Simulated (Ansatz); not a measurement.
This run works on a proposed trial structure, not on a known crystal.

Input and command of a plane-wave DFT calculation in Ansatz:

```yaml
crystal:
  lattice:
    - [6.25, 0.0, 0.0]
    - [0.0, 3.72, 0.0]
    - [0.0, 0.0, 7.3]
  atoms:
    - { symbol: Lu, position: [0.75, 0.75, 0.89] }
    - { symbol: Lu, position: [0.25, 0.25, 0.11] }
    - { symbol: Lu, position: [0.75, 0.25, 0.39] }
    - { symbol: Lu, position: [0.25, 0.75, 0.61] }
    - { symbol: "N", position: [0.36, 0.25, 0.43] }
    - { symbol: "N", position: [0.64, 0.75, 0.57] }
    - { symbol: F, position: [0.14, 0.75, 0.93] }
    - { symbol: F, position: [0.975, 0.75, 0.165] }
    - { symbol: F, position: [0.86, 0.25, 0.07] }
    - { symbol: F, position: [0.025, 0.25, 0.835] }
    - { symbol: F, position: [0.525, 0.25, 0.665] }
    - { symbol: F, position: [0.475, 0.75, 0.335] }
basis:
  ecutwfc: 420
kpoints:
  mp_grid: { grid: [2, 3, 2] }
hamiltonian:
  xc: pbe
scf:
  occupations: { method: gaussian, width: 0.15 }
  lower_state_search: "off"
output:
  forces: true
  stress: true
  eigenvalues: true
relax:
  adjacent_minimum: "off"
  f_tol: 0.08
  max_steps: 16
  cell: { stress_tol: 0.8 }
```

```bash
ansatz run input.yaml --threads 1 --pin off --max-ram 2560MiB --backend cpu --events-out ev --progress --plain --runs-dir out
```

Processor: Intel(R) Xeon(R) Platinum 8488C (Sapphire Rapids), 1 thread, on a host shared with other jobs.

**Question.** How long does it run, and how much memory does it take?

**Answer.** About 3.6 min, peak memory 0.54 GiB. It solves 92 bands at 8 k points (after reduction by symmetry) with about 3153 plane waves (on the last cell), in 161 SCF iterations over 16 ionic steps.
